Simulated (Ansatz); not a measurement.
CuI:
```
CuI
1.0
    4.00728     0.00000     0.00000
   -2.00364     3.47041     0.00000
    0.00000     0.00000     7.01428
Cu I
2 2
Direct
  0.66667   0.33333   0.59419
  0.33333   0.66667   0.40581
  0.33333   0.66667   0.76744
  0.66667   0.33333   0.23256
```

Relaxed with LDA.

Question: Give the optical modes at the zone centre with their infrared and Raman activity from DFPT, LDA in the plane-wave PAW code Ansatz.

Answer: Transverse frequencies, without the LO–TO term; a row sums one degenerate level.

| ω (cm⁻¹) | degeneracy | IR ((D/Å)²/amu) | Raman (Å⁴/amu) | activity | symmetry |
|---|---|---|---|---|---|
| 36 | 2 | 0.00 | 23 | Raman | Eg |
| 99 | 2 | 2.04 | 0 | IR | Eu |
| 115 | 1 | 0.00 | 100 | Raman | A1g |
| 134 | 2 | 0.00 | 47 | Raman | Eg |
| 166 | 1 | 0.00 | 170 | Raman | A1g |
| 178 | 1 | 0.53 | 0 | IR | A2u |

Question: How high does the top mode go among those that the LO–TO term moves?

Answer: 115 cm⁻¹ for q along x, 115 cm⁻¹ for q along y, 183 cm⁻¹ for q along z.

Space group P-3m1. The first step of the workflow began from a Materials Project structure, measured or hypothetical; the Crystallography Open Database copy checked does not list it. It is not the phase usual at ambient conditions (space group No. 216). The LDA relaxation kept the symmetry of its start; phonons on a q-mesh show no instability. No spin polarisation was allowed. A crystal of weakly bound layers computed without a dispersion correction: the cell and the soft elastic constants depend strongly on that. Spin–orbit coupling is left out wherever it is not named.

Potentials: the later of the program's two PAW sets.
